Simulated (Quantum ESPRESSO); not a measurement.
## Ge6PGa (input and log of a self-consistent run)

Computed values, not a measurement. The program is pw.x of Quantum ESPRESSO 7.5 (plane-wave density functional theory). The cell is made up: 8 atoms on a zincblende/diamond lattice, with randomly drawn elements, strain and displacements, not relaxed. PseudoDojo standard norm-conserving files (v0.5 for PBE, v0.4.1 for LDA and PBEsol) set the functional; there is no spin polarisation, spin-orbit coupling or dispersion term, and the masses in the input are unused placeholders.

Input:

```
&control calculation='scf', pseudo_dir='./dojo.nc.sr.pbe.v0_5.standard.upf', outdir='./o', disk_io='low', tprnfor=.true., tstress=.true. /
&system ibrav=0, nat=8, ntyp=3, nbnd=61, ecutwfc=79.96652505, nosym=.true., tot_charge=0,
 occupations='smearing', smearing='fd', degauss=0.0073498644
/
&electrons conv_thr=7.350e-09, electron_maxstep=60, /
ATOMIC_SPECIES
Ga 1.0 Ga.upf
Ge 1.0 Ge.upf
P 1.0 P.upf
CELL_PARAMETERS angstrom
5.5205 -0.0348 -0.0732
-0.0348 5.7191 0.0449
-0.0732 0.0449 5.582
ATOMIC_POSITIONS angstrom
Ge -0.1423 -0.0048 -0.0097
P -0.0843 3.045 2.7575
Ge 2.6647 -0.0621 2.7199
Ga 2.8165 2.7041 -0.0167
Ge 1.2881 1.4282 1.4168
Ge 1.3554 4.2321 4.1493
Ge 3.917 1.465 4.3249
Ge 4.1003 4.3156 1.504
K_POINTS automatic
6 6 6 1 1 1
```

The log is shortened where brackets say so; the opening notice, blank lines, dates and the lines on written files are dropped, and the path of the files is cut. It prints rydbergs, bohrs and kilobars, and counts compression as positive stress.

```
     Program PWSCF v.7.5
     Parallel version (MPI & OpenMP), running on       4 processor cores
     Number of MPI processes:                 4
     Threads/MPI process:                     1
     [start-up lines left out]
     bravais-lattice index     =            0
     lattice parameter (alat)  =      10.4334  a.u.
     unit-cell volume          =    1188.9771 (a.u.)^3
     number of atoms/cell      =            8
     number of atomic types    =            3
     number of electrons       =       102.00
     number of Kohn-Sham states=           61
     kinetic-energy cutoff     =      79.9665  Ry
     charge density cutoff     =     319.8661  Ry
     scf convergence threshold =      7.3E-09
     mixing beta               =       0.7000
     number of iterations used =            8  plain     mixing
     Exchange-correlation= PBE
                           (   1   4   3   4   0   0   0)
     [axes and pseudopotential details left out]
   Cartesian axes
     site n.     atom                  positions (alat units)
         1        Ge     tau(   1) = (  -0.0257739  -0.0008694  -0.0017569  )
         2        P      tau(   2) = (  -0.0152687   0.5515210   0.4994480  )
         3        Ge     tau(   3) = (   0.4826398  -0.0112478   0.4926378  )
         4        Ga     tau(   4) = (   0.5101343   0.4897760  -0.0030248  )
         5        Ge     tau(   5) = (   0.2333052   0.2586806   0.2566158  )
         6        Ge     tau(   6) = (   0.2454948   0.7665327   0.7515357  )
         7        Ge     tau(   7) = (   0.7094607   0.2653459   0.7833410  )
         8        Ge     tau(   8) = (   0.7426607   0.7816565   0.2724097  )
     number of k points=   108  Fermi-Dirac smearing, width (Ry)=  0.0073
     Number of k-points >= 100: set verbosity='high' to print them.
     Dense  grid:   114867 G-vectors     FFT dimensions: (  60,  64,  64)
     Estimated max dynamical RAM per process >     535.97 MB
     Estimated total dynamical RAM >       2.01 GB
     Initial potential from superposition of free atoms
     starting charge     101.9922, renormalised to     102.0000
     Starting wfcs are   67 randomized atomic wfcs
     total cpu time spent up to now is        9.5 secs
     per-process dynamical memory:   463.5 Mb
     Self-consistent Calculation
     iteration #  1     ecut=    79.97 Ry     beta= 0.70
     Davidson diagonalization with overlap
     ethr =  1.00E-02,  avg # of iterations =  3.6
     Threshold (ethr) on eigenvalues was too large:
     Diagonalizing with lowered threshold
     Davidson diagonalization with overlap
     ethr =  1.40E-04,  avg # of iterations =  6.9
     total cpu time spent up to now is       64.3 secs
     total energy              =   -1238.52941124 Ry
     estimated scf accuracy    <       0.15630472 Ry
     iteration #  2     ecut=    79.97 Ry     beta= 0.70
     Davidson diagonalization with overlap
     ethr =  1.53E-04,  avg # of iterations =  2.0
     total cpu time spent up to now is       87.2 secs
     total energy              =   -1238.53633782 Ry
     estimated scf accuracy    <       0.02142840 Ry
     iteration #  3     ecut=    79.97 Ry     beta= 0.70
     Davidson diagonalization with overlap
     ethr =  2.10E-05,  avg # of iterations =  2.9
     total cpu time spent up to now is      112.4 secs
     total energy              =   -1238.54051649 Ry
     estimated scf accuracy    <       0.01856319 Ry
     iteration #  4     ecut=    79.97 Ry     beta= 0.70
     Davidson diagonalization with overlap
     ethr =  1.82E-05,  avg # of iterations =  2.4
     total cpu time spent up to now is      136.8 secs
     total energy              =   -1238.54423621 Ry
     estimated scf accuracy    <       0.00130505 Ry
     iteration #  5     ecut=    79.97 Ry     beta= 0.70
     Davidson diagonalization with overlap
     ethr =  1.28E-06,  avg # of iterations =  6.6
     total cpu time spent up to now is      161.8 secs
     total energy              =   -1238.54454065 Ry
     estimated scf accuracy    <       0.00007815 Ry
     iteration #  6     ecut=    79.97 Ry     beta= 0.70
     Davidson diagonalization with overlap
     ethr =  7.66E-08,  avg # of iterations =  3.2
     total cpu time spent up to now is      182.8 secs
     total energy              =   -1238.54456126 Ry
     estimated scf accuracy    <       0.00001998 Ry
     iteration #  7     ecut=    79.97 Ry     beta= 0.70
     Davidson diagonalization with overlap
     ethr =  1.96E-08,  avg # of iterations =  2.0
     total cpu time spent up to now is      202.6 secs
     total energy              =   -1238.54456603 Ry
     estimated scf accuracy    <       0.00000091 Ry
     iteration #  8     ecut=    79.97 Ry     beta= 0.70
     Davidson diagonalization with overlap
     ethr =  8.93E-10,  avg # of iterations =  3.7
     total cpu time spent up to now is      226.2 secs
     total energy              =   -1238.54456629 Ry
     estimated scf accuracy    <       0.00000018 Ry
     iteration #  9     ecut=    79.97 Ry     beta= 0.70
     Davidson diagonalization with overlap
     ethr =  1.79E-10,  avg # of iterations =  2.3
     total cpu time spent up to now is      246.0 secs
     total energy              =   -1238.54456634 Ry
     estimated scf accuracy    <       0.00000003 Ry
     iteration # 10     ecut=    79.97 Ry     beta= 0.70
     Davidson diagonalization with overlap
     ethr =  3.23E-11,  avg # of iterations =  2.3
     total cpu time spent up to now is      267.2 secs
     End of self-consistent calculation
     Number of k-points >= 100: set verbosity='high' to print the bands.
     the Fermi energy is     9.1608 ev
!    total energy              =   -1238.54456635 Ry
     estimated scf accuracy    <          3.5E-09 Ry
     smearing contrib. (-TS)   =      -0.00208245 Ry
     internal energy E=F+TS    =   -1238.54248390 Ry
     The total energy is F=E-TS. E is the sum of the following terms:
     one-electron contribution =    -654.32198466 Ry
     hartree contribution      =     398.16864924 Ry
     xc contribution           =    -307.98116672 Ry
     ewald contribution        =    -674.40798176 Ry
     convergence has been achieved in  10 iterations
     Forces acting on atoms (cartesian axes, Ry/au):
     atom    1 type  2   force =     0.06344221   -0.02415785   -0.00307979
     atom    2 type  3   force =     0.02340905   -0.08287627    0.04903115
     atom    3 type  2   force =     0.00671709    0.05096215    0.03253024
     atom    4 type  1   force =    -0.08113484    0.10890726    0.09424206
     atom    5 type  2   force =    -0.01042366    0.01968032   -0.02068244
     atom    6 type  2   force =    -0.02340144    0.00344883    0.05770048
     atom    7 type  2   force =     0.06363253   -0.06119911   -0.13456463
     atom    8 type  2   force =    -0.04224093   -0.01476533   -0.07517706
     Total force =     0.289539     Total SCF correction =     0.000450
     Computing stress (Cartesian axis) and pressure
          total   stress  (Ry/bohr**3)                   (kbar)     P=       65.49
   0.00050362  -0.00022201   0.00000216           74.09      -32.66        0.32
  -0.00022201   0.00037924  -0.00009984          -32.66       55.79      -14.69
   0.00000216  -0.00009984   0.00045272            0.32      -14.69       66.60
     init_run     :      8.20s CPU      8.61s WALL (       1 calls)
     electrons    :    251.76s CPU    257.64s WALL (       1 calls)
     forces       :      3.29s CPU      3.30s WALL (       1 calls)
     stress       :     11.36s CPU     11.36s WALL (       1 calls)
     [timing details left out]
     PWSCF        :   4m35.69s CPU   4m42.08s WALL
     JOB DONE.
```

In other units: free energy -16851.257 eV for the cell, pressure 6.55 GPa, largest force component 3.460 eV/Å. A rerun of a related cell, with the same atoms placed differently, at 1377 eV and a 8 x 8 x 8 mesh moved values by no more than 0.003 eV in energy, 0.02 GPa in stress and 0.007 eV/Å in force.